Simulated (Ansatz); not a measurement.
## Data sheet: PbS (DFT)

PbS:
```yaml
crystal:
  lattice:
    - [4.12359, 0.00000, 0.00000]
    - [-2.06180, 3.57113, 0.00000]
    - [0.00000, 0.00000, 7.33336]
  atoms:
    - { symbol: Pb, position: [0.00000, 0.00000, 0.00000] }
    - { symbol: Pb, position: [0.00000, 0.00000, 0.50000] }
    - { symbol: S, position: [0.33333, 0.66667, 0.25000] }
    - { symbol: S, position: [0.66667, 0.33333, 0.75000] }
```

Space group P6_3/mmc (No. 194), NiAs type; conventional cell a = 4.1236 Å, b = 4.1236 Å, c = 7.3334 Å, α = 90.00°, β = 90.00°, γ = 120.00°.

Method: r²SCAN (plane waves, PAW; program Ansatz). Geometry: relaxed at this level of theory. Other levels are named where they apply.

**Cell and energy**

| Quantity | Value |
|---|---|
| Volume per atom | 27.00 Å³ |
| Density | 7.36 g/cm³ |
| Formation energy from the elements (no fitted shifts) | -598 meV/atom |

**Electronic structure**

| Item | Value |
|---|---|
| Band gap | 0.25 eV (smallest direct gap 0.25 eV) |
| Valence-band maximum | at Γ |
| Conduction-band minimum | at M (3 equivalent valleys) |
| Electron effective mass | 0.14, 0.16, 0.79 mₑ (principal values) |
| Hole effective mass | 0.039, 0.20, 0.20 mₑ (principal values) |
| HSE06 gap on the r²SCAN cell | 0.33 eV |
| Gap with spin–orbit coupling | none (metallic) |

**Mechanics**

| Property | Result |
|---|---|
| Bulk modulus (Birch–Murnaghan fit) | 55.1 GPa |
| Pressure derivative B′ | 4.0 |
| Elastic constants (relaxed ions, GPa) | C11 = 77.6, C12 = 38.4, C13 = 42.4, C33 = 115, C44 = 37.3 |
| Mechanical stability | stable (all eigenvalues of C positive) |
| Hill bulk and shear moduli | 56.3 and 27.4 GPa |
| Young's modulus | 70.7 GPa |
| Poisson's ratio | 0.29 |
| Debye temperature from the elastic constants | 214 K |

**Charges**

| Item | Value |
|---|---|
| Bader charges | Pb +1.05, S -1.05 e |

The start of the workflow was typed in or built on a structure type; neither database checked (COD, Materials Project) lists it. It is not the phase usual at ambient conditions (space group No. 225). The cell was relaxed with r²SCAN under the symmetry of its start; whether a distortion lowers the energy is not shown. The references are the lowest solids computed at this level, not always the standard phases. Scalar-relativistic: spin–orbit coupling is off unless named, which matters more the heavier the elements.

Potentials: the earlier of the program's two PAW sets.
